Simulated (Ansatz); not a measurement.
Sc (hcp, Mg type)

```yaml
crystal:
  lattice:
    - [3.27721, 0.00000, 0.00000]
    - [-1.63861, 2.83815, 0.00000]
    - [0.00000, 0.00000, 5.08550]
  atoms:
    - { symbol: Sc, position: [0.33333, 0.66667, 0.75000] }
    - { symbol: Sc, position: [0.66667, 0.33333, 0.25000] }
```

The slice is a (0001) plane (indices of the conventional cell) through the point (0.667, 0.333, 0.250) (fractional), spanned by u = [110] and v = [1 -1 0] in vectors of this cell: u (3.28 Å) and v (5.68 Å, at 90° to u). It covers one period; positions are fractions (u, v).

Level of theory: PBEsol (plane waves to 420 eV, PAW, scalar-relativistic; Ansatz, a program for electronic structure). k mesh 16×16×9. Inside the PAW spheres the values are not all-electron values, and peaks at nuclei hang on which shells count as valence. Sc is run without spin polarisation. Sc was relaxed with its symmetry unable to fall. The PAW data are Ansatz's earlier set.

### Question
What is the ELF at the midpoint of the shortest Sc–Sc line in this plane (3.28 Å)?

### Answer
0.28.

### Question
What is the valence density on the shortest Sc–Sc line in this plane (3.28 Å), at its midpoint?

### Answer
0.12 e/Å³.

### Question
Sketch the valence electron density on this plane as a map.

### Answer
```
|99998877442200000000002244778899|
|99887766331100000000001133667788|
|77776644220000000000000022446677|
|55443322110000000000000011223344|
|22221111000000000000000000111122|
|11110000000000000000000000000011|
|00000000000000000000000000000000|
|00000000000000000000000000000000|
|00000000001111222222111100000000|
|00000000112233445544332211000000|
|00000011224466777777664422110000|
|00000011336677889988776633110000|
|00000022447788999999887744220000|
|00000022447799999999997744220000|
|00000022447788999999887744220000|
|00000011336677889988776633110000|
|00000000224466777777664422000000|
|00000000112233445544332211000000|
|00000000001111222222111100000000|
|00000000000000111111000000000000|
|00000000000000000000000000000000|
|00000000000000000000000000000000|
|22221111000000000000000000111122|
|55443322110000000000000011223344|
|77776644221100000000001122446677|
|99887766331100000000001133667788|
|99998877442200000000002244778899|
|99999977442200000000002244779999|
```
Scale: ten equal steps from -0.99 (start of '0') to 0.95 (end of '9'), in the order '0123456789'. Values: log₁₀ of the valence density in e/Å³. The map has 16 points along u (two characters each, u = 0 at the left) and 28 along v (v = 0 in the bottom row). The scale is logarithmic, as a density can span decades between atoms and voids.
